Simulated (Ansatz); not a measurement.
**Structures of W$_{3}$N$_{2}$: which is lowest?**

Plane-wave DFT in Ansatz with scalar-relativistic PAW potentials, cutoff 420 eV, Γ-centred meshes chosen by cell and gap, Gaussian smearing with energies taken to zero width. Every cell was relaxed (cell and atoms) in a run of its own, within the symmetry of its start. Functional: PBE.

Relaxed structures (starts from databases or built by putting these elements on another compound's sites):
A. P-3m1, 5 atoms in the computed cell, a = 3.030 Å, c = 9.991 Å; sites (symmetry × multiplicity) W -3m. × 1 + 3m. × 2, N 3m. × 2; start: built
B. R-3m, 5 atoms in the computed cell, a = 2.810 Å, c = 25.248 Å; sites (symmetry × multiplicity) W -3m × 3 + 3m × 6, N 3m × 6; start: built

Task: Rank them by energy. Could pressure change the order?

Result:
| structure | group | E − E(lowest) (meV/atom) | V (Å³/atom) | gap on mesh (eV) |
| --- | --- | --- | --- | --- |
| A | P-3m1 | 0.0 | 15.88 | 0.00 |
| B | R-3m | 47 | 11.51 | 0.00 |

A is lowest, 47 meV/atom under B. B is denser by 4.37 Å³/atom, so pressure favours it: ΔE/ΔV, with ΔE in eV and 1 eV/Å³ = 160.2 GPa, gives about 1.7 GPa for equal enthalpy if both cells were rigid, a rough figure since the two compress differently. Without a dispersion term the weakly bound lowest cell is too large, so ΔV and this pressure are artefacts in part: a slight pressure closes the gap between layers first. Other structures may lie lower than all of these, and vibrations aren't counted.

Spin-orbit coupling is left out, which matters for the bands of heavy elements.